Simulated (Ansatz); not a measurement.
Simulated powder pattern, neutron, λ = 1.5401 Å (kinematic, ideal powder, no thermal factors, coherent scattering alone; the 30 strongest lines at most, above 1 %, up to 2θ = 90°):

```json
[
 {"2θ (°)": "14.69", "I/Imax (%)": "18"},
 {"2θ (°)": "37.48", "I/Imax (%)": "100"},
 {"2θ (°)": "38.49", "I/Imax (%)": "44"},
 {"2θ (°)": "42.34", "I/Imax (%)": "20"},
 {"2θ (°)": "45.05", "I/Imax (%)": "47"},
 {"2θ (°)": "45.10", "I/Imax (%)": "36"},
 {"2θ (°)": "51.74", "I/Imax (%)": "4.5"},
 {"2θ (°)": "55.61", "I/Imax (%)": "73"},
 {"2θ (°)": "64.27", "I/Imax (%)": "74"},
 {"2θ (°)": "66.94", "I/Imax (%)": "88"},
 {"2θ (°)": "68.96", "I/Imax (%)": "6.5"},
 {"2θ (°)": "69.03", "I/Imax (%)": "9.7"},
 {"2θ (°)": "79.32", "I/Imax (%)": "31"},
 {"2θ (°)": "79.43", "I/Imax (%)": "16"},
 {"2θ (°)": "79.46", "I/Imax (%)": "2.5"},
 {"2θ (°)": "79.95", "I/Imax (%)": "14"},
 {"2θ (°)": "82.48", "I/Imax (%)": "7.3"},
 {"2θ (°)": "84.37", "I/Imax (%)": "19"},
 {"2θ (°)": "84.40", "I/Imax (%)": "88"},
 {"2θ (°)": "85.10", "I/Imax (%)": "9.1"},
 {"2θ (°)": "89.37", "I/Imax (%)": "2.2"}
]
```

The pattern belongs to a structure relaxed with PBE in the plane-wave PAW code Ansatz.

**Question.** Pick the material that matches.
(A) CoPdN2, R-3m (Co on 3b, Pd on 3a, N on 6c)
(B) GePd, I4_1md (Pd on 4a, Ge on 4a)
(C) Ge2Pd, Fddd (Ge on 16f, Pd on 8a)
(D) ReSe2, R-3m (Re on 3a, Se on 6c)

**Answer.** A, CoPdN2, R-3m (Co on 3b, Pd on 3a, N on 6c)

**Question.** Give the lattice parameters.

**Answer.** a = 2.793 Å, c = 18.071 Å.

The start of the workflow was typed in or built on a structure type; neither database checked (COD, Materials Project) lists it. Its standing as an ambient phase is unchecked. The PBE relaxation kept the symmetry of its start; its stability against distortions is not shown here. The workflow began spin-polarised and lost its moments. Its formation energy is positive at this level, so the cell may be metastable or incomplete.

Potentials: the later of the program's two PAW sets.
